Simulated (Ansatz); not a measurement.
SrTiO3 (cubic perovskite)

```
SrTiO3
1.0
    3.89141     0.00000     0.00000
    0.00000     3.89141     0.00000
    0.00000     0.00000     3.89141
Sr Ti O
1 1 3
Direct
  0.00000   0.00000   0.00000
  0.50000   0.50000   0.50000
  0.00000   0.50000   0.50000
  0.50000   0.50000   0.00000
  0.50000   0.00000   0.50000
```

Two coordinates are scanned: the volume, and the ratio of the stretch along z (the conventional c axis) to the stretch across it. Atoms keep their fractional coordinates.

All values below come from PBEsol (plane waves to 420 eV, PAW, scalar-relativistic; Ansatz, a program for electronic structure). k mesh 9×9×9 (Γ-centred), Fermi-Dirac smearing 0.05 eV. Stress and pressure are positive under compression. SrTiO3 is run without spin polarisation. SrTiO3 was relaxed with its symmetry unable to fall. The PAW data are Ansatz's earlier set. 

| σzz (GPa) | V/V₀ = 0.960 | V/V₀ = 0.980 | V/V₀ = 1.000 | V/V₀ = 1.020 | V/V₀ = 1.040 |
|---|---|---|---|---|---|
| (c/a)/(c/a)₀ = 0.960 | (withheld) | (withheld) | 7.7 | 3.5 | -0.2 |
| (c/a)/(c/a)₀ = 0.980 | (withheld) | 7.8 | 3.6 | -0.3 | -3.7 |
| (c/a)/(c/a)₀ = 1.000 | 8.3 | 3.9 | 0.0 | -3.5 | -6.7 |
| (c/a)/(c/a)₀ = 1.020 | 4.6 | 0.6 | -3.1 | -6.3 | -9.2 |
| (c/a)/(c/a)₀ = 1.040 | (withheld) | -2.3 | -5.7 | -8.7 | -11.4 |

Q: What belongs in the gaps?

A: 
- (c/a)/(c/a)₀ = 0.960, V/V₀ = 0.960: 17.4
- (c/a)/(c/a)₀ = 0.960, V/V₀ = 0.980: 12.3
- (c/a)/(c/a)₀ = 0.980, V/V₀ = 0.960: 12.5
- (c/a)/(c/a)₀ = 1.040, V/V₀ = 0.960: 1.4

(Under strain, the slope of the energy per volume gives the stress and its curvature an elastic modulus.)
